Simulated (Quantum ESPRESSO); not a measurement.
# Kohn-Sham bands of InAs (zinc blende)

```xyz
2
Lattice="0.0000 3.0536 3.0536 3.0536 0.0000 3.0536 3.0536 3.0536 0.0000" Properties=species:S:1:pos:R:3 pbc="T T T"
In     1.5268     1.5268     1.5268
As     0.0000     0.0000     0.0000
```

Cell from Materials Project (mp-20305), symmetrised, no further relaxation. COD (Crystallography Open Database) has an entry of this formula and space group (matched by these alone). Computed values, not measurements, from PBEsol: Quantum ESPRESSO (norm-conserving PseudoDojo potentials, cutoff 68 Ry, spinors with spin-orbit coupling) on a Γ-centred 6×6×6 mesh, then Wannier90. Density: 10×10×10 mesh, cold smearing 0.01 Ry. With spin-orbit coupling a semilocal functional can close or falsely invert a small gap; the band order was not checked against a better method.

Problem. List the Kohn-Sham levels between −8 and 3.0 eV relative to the Fermi level at the high-symmetry points, as a band run of pw.x on that density gives them (levels within 2 meV counted together).

Solution. 
| point | k (reciprocal lattice) | levels (eV) |
|---|---|---|
| Γ | 0.000 0.000 0.000 | -0.53 (×2), -0.33 (×2), 0.02 (×4) |
| X | -0.500 -0.500 0.000 | -5.84 (×2), -2.34 (×2), -2.34 (×2), 1.40 (×2), 1.89 (×2) |
| U | -0.375 -0.375 0.250 | -5.73, -5.68, -3.27, -3.26, -1.98, -1.97, 1.94 (×2) |
| K | -0.375 0.000 0.375 | -5.73, -5.68, -3.27, -3.26, -1.98, -1.97, 1.94 (×2) |
| L | 0.000 0.000 0.500 | -5.75 (×2), -1.17 (×2), -0.92 (×2), 0.72 (×2) |
| W | -0.500 -0.250 0.250 | -5.73, -5.67, -3.01, -2.94, -2.91, -2.81 |
